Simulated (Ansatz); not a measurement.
MgB₂ (space group P6/mmm)

```
MgB2
1.0
    6.14853     0.00000     0.00000
   -1.53713     2.66239     0.00000
    3.07427     0.00000     3.52750
Mg B
2 4
Cartesian
  0.00000   0.00000   0.00000
  3.07427   0.00000   0.00000
  1.53713   0.88746   1.76375
  4.61140   0.88746   1.76375
  6.14853   1.77493   1.76375
  3.07427   1.77493   1.76375
```

A phonon eigenvector at L = (0.5, 0.0, 0.5) is frozen into this cell: atom i moves by Q times the vector below, so Q is the largest atomic displacement, in Å. The cell is held. (q is in reciprocal vectors of the primitive cell; the cell shown is doubled to hold the pattern.)

```
atom       x       y      z
----  ------  ------  -----
B3     0.866   0.500  0.000
B4    -0.866  -0.500  0.000
B5    -0.866  -0.500  0.000
B6     0.866   0.500  0.000
```

Atoms not listed stay in place.

The numbers are results of PBE (plane waves to 420 eV, PAW, scalar-relativistic; Ansatz, a quantum-chemistry and plane-wave program), not measurements. k mesh 17×17×17 (Γ-centred), Fermi-Dirac smearing 0.05 eV. E stands for the smeared free energy. Stress and pressure are positive under compression. With partly filled bands, energies and forces of such displacements shift with the k mesh and the smearing. MgB2 was relaxed with its symmetry unable to fall. ΔE is measured from the undisplaced structure.

```tsv
Q (Å)	−dE/dQ from forces (eV/Å)	P (GPa)	ΔE (meV/cell)
-0.280	18.414	9.2	3026
-0.233	[?]	6.7	2198
-0.187	14.582	4.5	1460
-0.140	[?]	2.6	847
-0.093	8.096	1.2	385
-0.047	4.164	0.3	[?]
0.000	0.000	0.0	0
0.047	-4.164	0.3	[?]
0.093	-8.096	1.2	385
0.140	[?]	2.6	847
0.187	-14.582	4.5	1460
0.233	[?]	6.7	2198
0.280	-18.414	9.2	3026
```

Task: Complete the blanks.

Result: 
- -0.233, −dE/dQ from forces (eV/Å): 16.929
- -0.140, −dE/dQ from forces (eV/Å): 11.601
- -0.047, ΔE (meV/cell): 98
- 0.047, ΔE (meV/cell): 98
- 0.140, −dE/dQ from forces (eV/Å): -11.601
- 0.233, −dE/dQ from forces (eV/Å): -16.929

(For displaced atoms, the force is minus the slope of the energy, and its curvature is a force constant, which sets phonon frequencies.)
